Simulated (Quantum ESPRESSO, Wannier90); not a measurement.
**YSi (Cmcm): Wannier90 run**

Materials Project entry mp-9972; symmetrised, unrelaxed at this level. Not found in the COD (Crystallography Open Database) copy used; not checked further. Level: LDA, no spin polarisation, no spin-orbit coupling; pw.x of Quantum ESPRESSO at 58 Ry with PseudoDojo potentials, 8×6×6 k-points, Wannier90. Density: 8×8×8 mesh, cold smearing 0.01 Ry.

On the energy scale of pw.x, whose zero is arbitrary, the Fermi level lies at 10.40 eV.

Input w.win:

```
num_bands = 6
num_wann = 6
exclude_bands = 1-2,9-48
num_iter = 1000
conv_tol = 1.0e-6
conv_window = 4
write_hr = true
write_u_matrices = true
auto_projections = true
begin unit_cell_cart
ang
    0.0000000000    0.0000000000    3.8336500000
   -4.2866000000    0.0000000000    0.0000000000
    2.1433000000   -5.2837750000    0.0000000000
end unit_cell_cart
begin atoms_frac
Y   -0.2500000000  0.1406300000  0.2812600000
Y    0.2500000000 -0.1406300000 -0.2812600000
Si  -0.2500000000  0.4244800000 -0.1510400000
Si   0.2500000000 -0.4244800000  0.1510400000
end atoms_frac
mp_grid = 8 6 6
begin kpoints
0.0000000000 0.0000000000 0.0000000000
0.0000000000 0.0000000000 0.1666666667
0.0000000000 0.0000000000 0.3333333333
... (285 more lines: the 8x6x6 mesh through Gamma)
end kpoints
```

Input of pw2wannier90.x that gives the overlap and projection files (equivalent; here they were cut from one run over all bands):

```
&inputpp
  outdir = './out'
  prefix = 'pwscf'
  seedname = 'w'
  write_amn = .true.
  write_mmn = .true.
  atom_proj = .true.
  atom_proj_exclude = 1 5 6 7 8 9 10 11 15 16 17 18 19 20 21 22 23 24 25 26 27 28
/
```

Output w.wout (banner and timings cut):

```
                                    ------
                                    SYSTEM
                                    ------

                              Lattice Vectors (Ang)
                    a_1     0.000000   0.000000   3.833650
                    a_2    -4.286600   0.000000   0.000000
                    a_3     2.143300  -5.283775   0.000000

                   Unit Cell Volume:      86.82999  (Ang^3)

                        Reciprocal-Space Vectors (Ang^-1)
                    b_1     0.000000   0.000000   1.638956
                    b_2    -1.465774  -0.594574   0.000000
                    b_3     0.000000  -1.189147   0.000000

 *----------------------------------------------------------------------------*
 |   Site       Fractional Coordinate          Cartesian Coordinate (Ang)     |
 +----------------------------------------------------------------------------+
 | y    1  -0.25000   0.14063   0.28126   |    0.00000  -1.48611  -0.95841    |
 | y    2   0.25000  -0.14063  -0.28126   |    0.00000   1.48611   0.95841    |
 | si   1  -0.25000   0.42448  -0.15104   |   -2.14330   0.79806  -0.95841    |
 | si   2   0.25000  -0.42448   0.15104   |    2.14330  -0.79806   0.95841    |
 *----------------------------------------------------------------------------*
                                ------------
                                K-POINT GRID
                                ------------

             Grid size =  8 x  6 x  6      Total points =  288

 *---------------------------------- MAIN ------------------------------------*
 |  Number of Wannier Functions               :                 6             |
 |  Number of Objective Wannier Functions     :                 6             |
 |  Number of input Bloch states              :                 6             |
 |  Output verbosity (1=low, 5=high)          :                 1             |
 |  Timing Level (1=low, 5=high)              :                 1             |
 |  Optimisation (0=memory, 3=speed)          :                 3             |
 |  Length Unit                               :               Ang             |
 |  Post-processing setup (write *.nnkp)      :                 F             |
 |  Using Gamma-only branch of algorithms     :                 F             |
 *----------------------------------------------------------------------------*
 *------------------------------- WANNIERISE ---------------------------------*
 |  Total number of iterations                :              1000             |
 |  Number of CG steps before reset           :                 5             |
 |  Trial step length for line search         :             2.000             |
 |  Convergence tolerence                     :         0.100E-05             |
 |  Convergence window                        :                 4             |
 |  Iterations between writing output         :                 1             |
 |  Iterations between backing up to disk     :               100             |
 |  Write r^2_nm to file                      :                 F             |
 |  Write xyz WF centres to file              :                 F             |
 |  Write on-site energies <0n|H|0n> to file  :                 F             |
 |  Use guiding centre to control phases      :                 F             |
 |  Use phases for initial projections        :                 F             |
 *----------------------------------------------------------------------------*
 *-------------------------------- PLOTTING ----------------------------------*
 |  Plotting Hamiltonian in WF basis          :                 T             |
 *----------------------------------------------------------------------------*

 *---------------------------------- K-MESH ----------------------------------*
 +----------------------------------------------------------------------------+
 |                    Distance to Nearest-Neighbour Shells                    |
 |                    ------------------------------------                    |
 |          Shell             Distance (Ang^-1)          Multiplicity         |
 |          -----             -----------------          ------------         |
 |             1                   0.198191                      2            |
 |             2                   0.204870                      2            |
 |             3                   0.263629                      4            |
 |             4                   0.285046                      4            |
 |             5                   0.333874                      8            |
 |             6                   0.384785                      4            |
 |             7                   0.396382                      2            |
 |             8                   0.409739                      2            |
       ... (lines left out)
 +----------------------------------------------------------------------------+
 | The b-vectors are chosen automatically                                     |
 | The following shells are used:                       1,  2,  3             |
 +----------------------------------------------------------------------------+
 |                        Shell   # Nearest-Neighbours                        |
 |                        -----   --------------------                        |
 |                          1               2                                 |
 |                          2               2                                 |
 |                          3               4                                 |
 +----------------------------------------------------------------------------+
 | Completeness relation is fully satisfied [Eq. (B1), PRB 56, 12847 (1997)]  |
 +----------------------------------------------------------------------------+
 |                  b_k Vectors (Ang^-1) and Weights (Ang^2)                  |
 |                  ----------------------------------------                  |
 |            No.         b_k(x)      b_k(y)      b_k(z)        w_b           |
 |            ---        --------------------------------     --------        |
 |             1         0.000000   -0.198191    0.000000    10.634717        |
 |             2         0.000000    0.198191    0.000000    10.634717        |
 |             3         0.000000    0.000000    0.204870    11.912836        |
 |             4         0.000000    0.000000   -0.204870    11.912836        |
 |             5        -0.244296   -0.099096    0.000000     4.188984        |
 |             6        -0.244296    0.099096    0.000000     4.188984        |
 |             7         0.244296    0.099096    0.000000     4.188984        |
 |             8         0.244296   -0.099096    0.000000     4.188984        |
 +----------------------------------------------------------------------------+
 |                           b_k Directions (Ang^-1)                          |
 |                           -----------------------                          |
 |            No.           x           y           z                         |
 |            ---        --------------------------------                     |
 |             1         0.000000   -0.198191    0.000000                     |
 |             2         0.000000    0.000000    0.204870                     |
 |             3        -0.244296   -0.099096    0.000000                     |
 |             4        -0.244296    0.099096    0.000000                     |
 +----------------------------------------------------------------------------+

 Starting a new Wannier90 calculation ...

 Reading overlaps from w.mmn

 Reading projections from w.amn

 *------------------------------- WANNIERISE ---------------------------------*
 +--------------------------------------------------------------------+<-- CONV
 | Iter  Delta Spread     RMS Gradient      Spread (Ang^2)            |<-- CONV
 +--------------------------------------------------------------------+<-- CONV

 ------------------------------------------------------------------------------
 Initial State
  WF centre and spread    1  (  0.000000, -1.483063, -0.958413 )     0.71714593
  WF centre and spread    2  ( -0.000000, -1.480913, -0.958413 )     0.72231983
  WF centre and spread    3  (  0.000000, -1.486337, -0.958412 )     0.71893515
  WF centre and spread    4  ( -0.000000,  1.483063,  0.958412 )     0.71714593
  WF centre and spread    5  (  0.000000,  1.480913,  0.958413 )     0.72231983
  WF centre and spread    6  ( -0.000000,  1.486337,  0.958412 )     0.71893515
  Sum of centres and spreads ( -0.000000, -0.000000, -0.000000 )     4.31680181

      0     0.432E+01     0.0000000000        4.3168018025  <-- CONV
        O_D=      0.0000032 O_OD=      0.0010943 O_TOT=      4.3168018 <-- SPRD
 ------------------------------------------------------------------------------
      1    -0.109E-06     0.0001781638        4.3168016935  <-- CONV
        O_D=      0.0000032 O_OD=      0.0010942 O_TOT=      4.3168017 <-- SPRD
      2    -0.249E-07     0.0001051465        4.3168016686  <-- CONV
        O_D=      0.0000032 O_OD=      0.0010942 O_TOT=      4.3168017 <-- SPRD
      3    -0.196E-08     0.0000435497        4.3168016666  <-- CONV
        O_D=      0.0000032 O_OD=      0.0010941 O_TOT=      4.3168017 <-- SPRD
      4    -0.598E-09     0.0000314539        4.3168016660  <-- CONV
        O_D=      0.0000032 O_OD=      0.0010941 O_TOT=      4.3168017 <-- SPRD
             <<<     Delta < 1.000E-06  over  4 iterations     >>>
             <<< Wannierisation convergence criteria satisfied >>>
 Final State
  WF centre and spread    1  (  0.000000, -1.483063, -0.958413 )     0.71714438
  WF centre and spread    2  ( -0.000000, -1.480913, -0.958413 )     0.72231945
  WF centre and spread    3  (  0.000000, -1.486337, -0.958412 )     0.71893701
  WF centre and spread    4  ( -0.000000,  1.483063,  0.958412 )     0.71714438
  WF centre and spread    5  (  0.000000,  1.480913,  0.958413 )     0.72231945
  WF centre and spread    6  ( -0.000000,  1.486337,  0.958412 )     0.71893701
  Sum of centres and spreads ( -0.000000, -0.000000, -0.000000 )     4.31680167

         Spreads (Ang^2)       Omega I      =     4.315704342
        ================       Omega D      =     0.000003175
                               Omega OD     =     0.001094149
    Final Spread (Ang^2)       Omega Total  =     4.316801666
```
